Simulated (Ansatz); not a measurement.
SnTe (rock salt): values from a third-order Birch-Murnaghan fit to a volume scan beside measured ones. Computed values: PBE (plane waves to 420 eV, PAW, scalar-relativistic; Ansatz, a program for electronic structure). SnTe was relaxed with its symmetry unable to fall. Spin-orbit coupling is left out, though Te is heavy.

```csv
quantity,reference,kind
Lattice constant a (Å),6.316,"measured, room temperature or unstated"
Bulk modulus B₀ (GPa),37.8,"measured, room temperature or unstated"
```

References as given in: Ayanesh Maiti, Ankita Singh, Kartik K. Iyer et al., Applied Physics Letters (2022), arXiv:2109.01420; Cormac Toher, Corey Oses, Jose J. Plata et al., Physical Review Materials (2017), arXiv:1611.05714. Values not taken to low temperature hold thermal and zero-point shifts that a static calculation lacks, so small differences there are no errors of the method.

### Question
Estimate the PBE values and the sign and size of each difference.

### Answer
```json
[
 {"quantity": "Lattice constant a (Å)", "PBE": "6.409", "difference": "+1.5 %"},
 {"quantity": "Bulk modulus B₀ (GPa)", "PBE": "40.5", "difference": "+7.0 %"}
]
```



(A scan under strain: stresses follow from slopes of the energy per volume, elastic moduli from its curvatures.)
